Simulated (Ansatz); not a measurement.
LaC:
```xyz
2
Lattice="0.0000 2.7200 2.7200 2.7200 0.0000 2.7200 2.7200 2.7200 0.0000" Properties=species:S:1:pos:R:3 pbc="T T T"
La     0.0000     0.0000     0.0000
C      2.7200     2.7200     2.7200
```

Relaxed with r²SCAN. Special points in fractions of this cell's reciprocal vectors: Γ (0.000, 0.000, 0.000); X (0.500, 0.000, 0.500); U (0.625, 0.250, 0.625); K (0.375, 0.375, 0.750); L (0.500, 0.500, 0.500); W (0.500, 0.250, 0.750).

**Question.** List the band energies nearest the Fermi level at these points for DFT-r²SCAN in the program Ansatz with PAW potentials.

**Answer.** In eV from the Fermi level; about four levels below and three above (degenerate sets whole), none deeper than 8.9 eV; points with the same levels are listed once.

| k | below | above |
|---|---|---|
| Γ | – | 0.48 0.48 0.48 |
| X | – | 0.26 0.63 0.68 0.68 |
| U | -8.64 -0.89 -0.33 | 0.28 2.09 3.88 |
| L | -7.27 -2.66 -1.46 -1.46 | 3.61 3.88 3.88 |
| W | -8.57 -1.23 | 0.09 0.09 3.05 3.05 |

Space group Fm-3m (rock salt). The start of the workflow was typed in or built on a structure type; neither database checked (COD, Materials Project) lists it. Whether it is the stable phase at ambient conditions was not checked. The r²SCAN relaxation kept the symmetry of its start. At this level the phase is mechanically unstable. Its formation energy is positive at this level, so the cell may be metastable or incomplete. Spin–orbit coupling is left out wherever it is not named.

Potentials: the later of the program's two PAW sets.
